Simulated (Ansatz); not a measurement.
InP:
```
CELL_PARAMETERS angstrom
      4.13870     0.00000     0.00000
     -2.06935     3.58422     0.00000
      0.00000     0.00000     9.35244
ATOMIC_POSITIONS crystal
  In 0.00000 0.50000 0.33333
  In 0.50000 0.50000 0.66667
  In 0.50000 0.00000 0.00000
  P  0.00000 0.50000 0.83333
  P  0.50000 0.50000 0.16667
  P  0.50000 0.00000 0.50000
```

Relaxed with r²SCAN.

**Question.** Map the electron localisation function on the plane through (0.000, 0.500, 0.333) spanned by u = [1, 0, 0] and v = [0, 0, 1] in lattice vectors, from r²SCAN in the plane-wave PAW code Ansatz.

**Answer.** x is the fraction of u, y of v (the angle between them is 90°; rows are the nearest grid lines); atoms in the plane: In at (0.00, 0.00), In at (0.50, 0.33), P at (0.00, 0.50), P at (0.50, 0.83).
```
|   .:::--------:::.   |
|  .:::=#%%%%%%#=:::.  |
|:::::=#@@@@@@@@#=:::::|
|:::=*@@@%=..=%@@@*=:::|
|..-+#%@%-    -%@%#+-..|
|  .:+*#%%*++*%%#*+:.  |
|   .-+#%%%%%%%%#+-.   |
|.   ..-=*####*=-..   .|
|++=-:.....::.....:-=++|
|@%%%*+-.      .-+*%%%@|
|%%%%%*+:.    .:+*%%%%%|
|  :*%%#+-....-+#%%*:  |
|  -%@@%*=::::=*%@@%-  |
|%%@@@%=::::::::=%@@@%%|
|@@@@%+:::....:::+%@@@@|
|+++=-:::      :::-=+++|
|....::::.    .::::....|
|   ..::::::::::::..   |
|   ...::::::::::...   |
|........:....:........|
|::::::..      ..::::::|
|::::::..      ..::::::|
|  .::::..    ..::::.  |
|   .:::--------:::.   |
```
Scale: ten equal steps from 0.000 (start of ' ') to 0.885 (end of '@'), in the order ' .:-=+*#%@'; x runs from 0.000 to 1.00, y from 0.000 (bottom) to 1.00 (top).

The density is the valence pseudo-density with augmentation charge, so density and ELF within about 1 Å of a nucleus are not all-electron values.

Space group P6_422. The start of the workflow was typed in or built on a structure type; neither database checked (COD, Materials Project) lists it. It is not the phase usual at ambient conditions (space group No. 216). The r²SCAN relaxation kept the symmetry of its start; whether a distortion lowers the energy is not shown.

Potentials: the earlier of the program's two PAW sets.
